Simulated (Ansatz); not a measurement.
The relaxed structure here is a generated cell of Cd2SnO4: the first start was made by placing the elements on the sites of a structure type, and the end was not matched to a known phase here, so it may be hypothetical.

A relaxed structure of Cd$_{2}$SnO$_{4}$. Space group Pnma (No. 62). Calculation: PBEsol (plane waves to 420 eV, PAW, scalar-relativistic; Ansatz, an electronic-structure program).

```xyz
28
Lattice="11.2446 0.0000 0.0000 0.0000 6.6407 0.0000 0.0000 0.0000 5.4905" Properties=species:S:1:pos:R:3 pbc="T T T"
Cd     0.0000     0.0000     0.0000
Cd     5.6223     0.0000     2.7453
Cd     0.0000     3.3204     0.0000
Cd     5.6223     3.3204     2.7453
Cd     3.1400     1.6602     5.4364
Cd     2.4823     4.9806     2.6912
Cd     8.1046     4.9806     0.0541
Cd     8.7623     1.6602     2.7994
Sn     1.1434     1.6602     2.4429
Sn     4.4789     4.9806     5.1882
Sn    10.1012     4.9806     3.0476
Sn     6.7657     1.6602     0.3023
O      1.0740     1.6602     4.3873
O      4.5483     4.9806     1.6420
O     10.1706     4.9806     1.1032
O      6.6963     1.6602     3.8485
O      4.9864     1.6602     1.2117
O      0.6359     4.9806     3.9569
O      6.2582     4.9806     4.2789
O     10.6087     1.6602     1.5336
O      1.8873     0.1347     1.4290
O      3.7350     6.5061     4.1743
O      9.3573     3.4550     4.0615
O      7.5096     3.1857     1.3163
O      9.3573     6.5061     4.0615
O      7.5096     0.1347     1.3163
O      1.8873     3.1857     1.4290
O      3.7350     3.4550     4.1743
```

Q: Predict the band gap from PBEsol.

A: 0.41 eV, direct at Γ (no spin-orbit coupling).

No spin polarisation in the result.

The run could not lose the symmetry of its start, so the end can be a saddle point.
